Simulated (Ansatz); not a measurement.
GePdS3 in space group C2/m (No. 12; Pearson symbol mS20), DFT-LDA in the program Ansatz with PAW potentials, all energies at zero smearing, with the estimated change up to a 700 eV cutoff added, with one set of potentials and settings (totals compare only within such a set). Cell of 10 atoms (2 Ge, 2 Pd, 6 S): -27341.432 eV.

```
element             reference phase  E (eV/atom)
-------  --------------------------  -----------
Ge       Fd-3m, 2 atoms in the cell   -4215.7216
Pd       Fm-3m, 1 atoms in the cell   -6844.5892
S        Fddd, 32 atoms in the cell    -869.4931
```

Formation energy per atom, worked out: (-27341.432 − 2×(-4215.7216) − 2×(-6844.5892) − 6×(-869.4931))/10 = -0.385 eV/atom (-37 kJ per mol of atoms), at 0 K, without zero-point energy or fitted corrections.

The workflow started from a Materials Project entry (that database holds measured and hypothetical structures alike); the Crystallography Open Database copy checked does not list it. Whether it is the stable phase at ambient conditions was not checked. The LDA relaxation kept the symmetry of its start; its stability against distortions is not shown here. No spin polarisation was allowed. A crystal of weakly bound chains computed without a dispersion correction: the cell and the soft elastic constants depend strongly on that. The references are the lowest solids computed at this level, not always the standard phases.

Potentials: the later of the program's two PAW sets.
